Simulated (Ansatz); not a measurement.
Start of a relaxation of AlIn3Sb2:

Space group P-6m2 (No. 187). a = 4.423 Å, b = 4.423 Å, c = 8.858 Å, α = 90.00°, β = 90.00°, γ = 120.00°
| atom | site | symmetry | x | y | z |
| --- | --- | --- | --- | --- | --- |
| Al | 1a | -6m2 | 0.0000 | 0.0000 | 0.0000 |
| In | 1b | -6m2 | 0.0000 | 0.0000 | 0.5000 |
| In | 1c | -6m2 | 0.3333 | 0.6667 | 0.0000 |
| In | 1d | -6m2 | 0.3333 | 0.6667 | 0.5000 |
| Sb | 2i | 3m. | 0.6667 | 0.3333 | 0.2377 |

Theory: DFT PBE, scalar-relativistic, plane waves, PAW in Ansatz 0.2.0. Cutoff 420 eV, Gaussian smearing, Γ-centred meshes. Cell and atoms relax first on a coarse mesh and then on a finer one. In between, the cell is made exact in the group found at 0.06 Å. In metals the finer mesh still leaves noise of several meV/atom or more. The steps can't lower the symmetry of their start. No spin polarisation.

A guess keeps its type if space group and coordination stay and the shape of the cell changes little (axis ratios within about 15 %, angles within 6°); the volume may change.

Question: Does this structure survive the relaxation?

Answer: It doesn't keep its type. The symmetry stays P-6m2 (No. 187). The volume per atom grows by 7.0 %, from 25.0 to 26.8 Å³. The shortest distance goes from 2.55 Å (Al–In and In–In) to 3.02 Å (Sb–Sb). The ratio c/a of the conventional cell changes by a factor of 0.60. Counting neighbours within 15 % of an atom's shortest distance, the start has Al 3, In 3, Sb 12 and the end Al 11, In 11, Sb 8. In detail, at the end Al is surrounded by 5 In at 3.09–3.23 Å and 6 Sb at 3.44 Å; In on its first site is surrounded by 3 In at 3.09 Å, 2 Al at 3.23 Å and 6 Sb at 3.54 Å; around Sb lie 1 Sb at 3.02 Å, 3 Al at 3.44 Å, 9 In at 3.44–3.54 Å and 1 Sb at 3.44 Å; 2 more sites not described.

```yaml
crystal:
  lattice:
    - [5.35771, 0.00000, 0.00000]
    - [-2.67885, 4.63991, 0.00000]
    - [0.00000, 0.00000, 6.45846]
  atoms:
    - { symbol: Al, position: [0.00000, 0.00000, 0.00000] }
    - { symbol: In, position: [0.00000, 0.00000, 0.50000] }
    - { symbol: In, position: [0.33333, 0.66667, 0.00000] }
    - { symbol: In, position: [0.33333, 0.66667, 0.50000] }
    - { symbol: Sb, position: [0.66667, 0.33333, 0.23341] }
    - { symbol: Sb, position: [0.66667, 0.33333, 0.76659] }
```

The zero of energy is the elements' standard structures at the same level; no fitted shifts are applied.

Question: At what energy does it end?

Answer: +0.17 eV/atom. A positive value: parting into the elements would lower its energy.

The last run used a 12×12×6 mesh (in the run's order of axes) for its 6-atom cell and Gaussian smearing of 0.10 eV. These runs have no spin–orbit coupling, which can matter for Sb. Symmetry constrained the relaxation, so the result can be a saddle point.
